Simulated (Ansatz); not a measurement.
ZnSe (zinc blende), relaxed with HSE06 (Ansatz, an electronic-structure program, plane waves, PAW): a = 5.7007 Å, b = 5.7007 Å, c = 5.7007 Å, α = 90.00°, β = 90.00°, γ = 90.00°.

| Item | Value |
|---|---|
| gap (eV) | 2.33 |
| B₀ by P(V) fit (GPa) | 62.2 |

**Question.** The same phase is relaxed and computed with LDA in the same code. What are the cell and these values now?

**Answer.** a = b = c = 5.567 Å, α = β = γ = 90.00°.

- gap (eV): 1.25
- B₀ by P(V) fit (GPa): 71.7

All cells were relaxed under the symmetry of their starts (and spin orders); stability against distortions was not tested throughout. Scalar-relativistic: spin–orbit coupling is off unless named, which matters more the heavier the elements.

Potentials: the earlier of the program's two PAW sets.

Ansatz is a plane-wave DFT program.
